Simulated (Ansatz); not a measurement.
Relaxed Pd (fcc, Cu type):

```yaml
crystal:
  lattice:
    - [0.00000, 3.94276, 3.94276]
    - [1.97138, 0.00000, 1.97138]
    - [1.97138, 1.97138, 0.00000]
  atoms:
    - { symbol: Pd, position: [0.00000, 0.00000, 0.00000] }
    - { symbol: Pd, position: [0.50000, 0.00000, 0.00000] }
```

The atoms are displaced by Q × the pattern below (from a DFPT mode at L = (0.5, 0.0, 0.0), largest move 1; Q in Å), at fixed cell. It is one choice among 2 degenerate patterns. (q is in reciprocal vectors of the primitive cell; the cell shown is doubled to hold the pattern.)

```csv
atom,x,y,z
Pd1,-0.285,0.520,-0.805
Pd2,0.285,-0.520,0.805
```

The numbers are results of PBE (plane waves to 420 eV, PAW, scalar-relativistic; Ansatz, an electronic-structure program), not measurements. k mesh 10×20×20 (Γ-centred), Fermi-Dirac smearing 0.05 eV. Energies are smeared free energies. With partly filled bands, energies and forces of such displacements shift with the k mesh and the smearing. Pd is run without spin polarisation. Pd was relaxed with its symmetry unable to fall. ΔE is measured from the undisplaced structure.

The scan covers Q from -0.280 to 0.280 Å in 13 points.

**Question.** Is this a single well or a double well?

**Answer.** A single well with its minimum at or next to zero displacement.

**Question.** Which space group does the distorted structure have?

**Answer.** P-1 (No. 2), lowered from Fm-3m.

**Question.** What is the energy change at Q = 0.280 Å?

**Answer.** 230 meV/cell.

**Question.** What harmonic wavenumber does the curvature at Q = 0 give?

**Answer.** 106 cm⁻¹.

(A displaced cell: forces are minus the slopes of the energy, force constants its curvatures, and phonons follow from these.)
